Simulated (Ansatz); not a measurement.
TlPd₃: do energies and stresses tell the same story?

Theory: Ansatz 0.2.0, DFT PBEsol, scalar-relativistic, plane waves, PAW.

Plane waves to 420 eV, a k mesh through Γ of 14×14×14 on the computed 4-atom cell and Gaussian smearing (0.10 eV); no spin polarisation.

Relaxed cell: I4/mmm, a = 4.130 Å, b = 4.130 Å, c = 7.550 Å, α = 90.00°, β = 90.00°, γ = 90.00°, 4 atoms in the primitive cell. Whether it is the stable form of this composition wasn't checked.

Energies at zero smearing and pressures from the stress tensor, at volumes with shape and atoms relaxed:
| V (Å³/atom) | E − E(first) (meV/atom) | P (GPa) |
| --- | --- | --- |
| 15.131 | 0.00 | 12.11 |
| 15.614 | -26.11 | 5.47 |
| 16.096 | -34.05 | 0.00 |
| 16.579 | -27.02 | -4.49 |
| 17.062 | -7.74 | -8.18 |

**Question.** Check P = −dE/dV between neighbouring volumes, and get the bulk modulus from the pressures alone.

**Answer.** With 1 eV/Å³ = 160.2 GPa:
| middle V (Å³/atom) | −ΔE/ΔV (GPa) | mean P (GPa) |
| --- | --- | --- |
| 15.372 | 8.662 | 8.789 |
| 15.855 | 2.635 | 2.737 |
| 16.338 | -2.331 | -2.246 |
| 16.821 | -6.399 | -6.335 |

The two differ by 0.13 GPa at most. The mean of two end pressures misses the average over a step by about ΔV² P″/12, up to 0.11 GPa here; with that taken off 0.02 GPa remains. Around V = 16.096 Å³/atom, the two neighbours give B = −V ΔP/ΔV = 16.096 × 9.97 / 0.966 = 166.1 GPa, against B0 = 164.9 GPa from the Birch–Murnaghan fit of the energies.

Spin–orbit coupling is left out, which can shift energies with elements as heavy as these.